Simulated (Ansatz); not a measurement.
Below is a relaxed structure of Rb2MgGaC6N6. The cell was found from a structure generator's guess, not taken from experiment.

All numbers below come from Ansatz, DFT PBE, scalar-relativistic, plane waves, PAW. Cutoff 420 eV, Γ-centred mesh, Gaussian smearing, no spin polarisation.

```yaml
crystal:
  lattice:
    - [0.00000, 5.44817, 5.44817]
    - [5.44817, 0.00000, 5.44817]
    - [5.44817, 5.44817, 0.00000]
  atoms:
    - { symbol: Rb, position: [0.25000, 0.25000, 0.25000] }
    - { symbol: Rb, position: [0.75000, 0.75000, 0.75000] }
    - { symbol: Mg, position: [0.50000, 0.50000, 0.50000] }
    - { symbol: Ga, position: [0.00000, 0.00000, 0.00000] }
    - { symbol: C, position: [0.80497, 0.19503, 0.19503] }
    - { symbol: C, position: [0.19503, 0.80497, 0.19503] }
    - { symbol: C, position: [0.19503, 0.19503, 0.80497] }
    - { symbol: C, position: [0.19503, 0.80497, 0.80497] }
    - { symbol: C, position: [0.80497, 0.19503, 0.80497] }
    - { symbol: C, position: [0.80497, 0.80497, 0.19503] }
    - { symbol: N, position: [0.69696, 0.30304, 0.30304] }
    - { symbol: N, position: [0.30304, 0.69696, 0.30304] }
    - { symbol: N, position: [0.30304, 0.30304, 0.69696] }
    - { symbol: N, position: [0.30304, 0.69696, 0.69696] }
    - { symbol: N, position: [0.69696, 0.30304, 0.69696] }
    - { symbol: N, position: [0.69696, 0.69696, 0.30304] }
```

Formation energies are uncorrected and refer to the elements' standard structures at the same level (N₂ as a molecule).

Question: Find its symmetry and describe it.

Answer: Fm-3m (No. 225). Conventional cell: a = 10.896 Å. Rb is surrounded by 12 N at 3.90 Å and 12 C at 3.90 Å; around Mg lie 6 N at 2.15 Å; around Ga lie 6 C at 2.13 Å; around C lie 1 N at 1.18 Å, 1 Ga at 2.13 Å, 4 C at 3.01 Å, 1 Mg at 3.32 Å and 4 Rb at 3.90 Å; N has 1 C at 1.18 Å, 1 Mg at 2.15 Å, 4 N at 3.04 Å, 1 Ga at 3.30 Å and 4 Rb at 3.90 Å.

Question: How far does it lie from the elements in energy?

Answer: +0.04 eV/atom. A positive value: parting into the elements would lower its energy.

Question: Is it a metal?

Answer: Yes, bands cross the Fermi level on the 6×6×6 mesh.

Question: From what recipe could a structure generator have reached it?

Answer: One such recipe: cyanide-bridged rock-salt net of two metals, 2 guest cations a cell (Fm-3m, No. 225). Other recipes can lead to the same cell.

The last run used a 6×6×6 mesh for its 16-atom cell and Gaussian smearing of 0.10 eV. The k mesh leaves some 4 meV/atom of noise in the energy of each metallic cell. An odd number of electrons in the primitive cell allows no gap without spin; a larger cell or a magnetic state could open one. The reference form of C is held partly by dispersion forces, which this level lacks. A structure relaxed within its symmetry needn't be a true minimum.
